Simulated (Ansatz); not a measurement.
# BaReO₃: reading a single point

```
Re O Ba
1.0
     3.92399    0.00000    0.00000
     0.00000    3.92399    0.00000
     0.00000    0.00000    3.92399
Re O Ba
1 3 1
Cartesian
  0.0000 0.0000 0.0000
  1.9620 0.0000 0.0000
  0.0000 1.9620 0.0000
  0.0000 0.0000 1.9620
  1.9620 1.9620 1.9620
```

Single point in Ansatz 0.2.0 with r2SCAN, with U_eff = 1.54 eV on Re d (all-electron-ortho-atomic projectors), collinear spin. Cutoff 500 eV, PAW datasets, 6×6×6 Γ-centred k mesh, fermi-dirac filling (width 0.1 eV).

Magnetic state (reached from a saved solution, and it need not be the lowest): Re1 up.

**Question.** Give the spin moments.

**Answer.** Re1 +1.20 μB of spin moment in Bader basins; net size 1.61 μB a cell.

**Question.** Describe some of the short contacts.

**Answer.** Re–O at 1.96 Å: least valence density 0.85 e/Å³ and ELF 0.19 there. Ba–O at 2.77 Å: least valence density 0.19 e/Å³ and ELF 0.08 there. These are pseudo-fields; inside the PAW spheres they differ from the all-electron ones.

**Question.** How is the charge shared?

**Answer.** Bader charges in e: Ba +1.55, Re +2.23, O -1.26. In the mean Re gives up most and O takes most.

**Question.** Are the atoms at rest?

**Answer.** The forces vanish by the symmetry of the sites.

**Question.** What does the stress say?

**Answer.** The pressure is 20.6 GPa (compression positive), so with the atoms held at these fractions the cell would first expand.

**Question.** Metal or insulator?

**Answer.** It is a metal, with about 1.8 states/eV a cell as the mean within 0.25 eV of the Fermi level, mostly Re d (64 %) and O p (31 %).

Origin: a known structure type with other elements, at an estimated volume, so it need not be a known compound. Caveats: atoms or cell far from equilibrium.
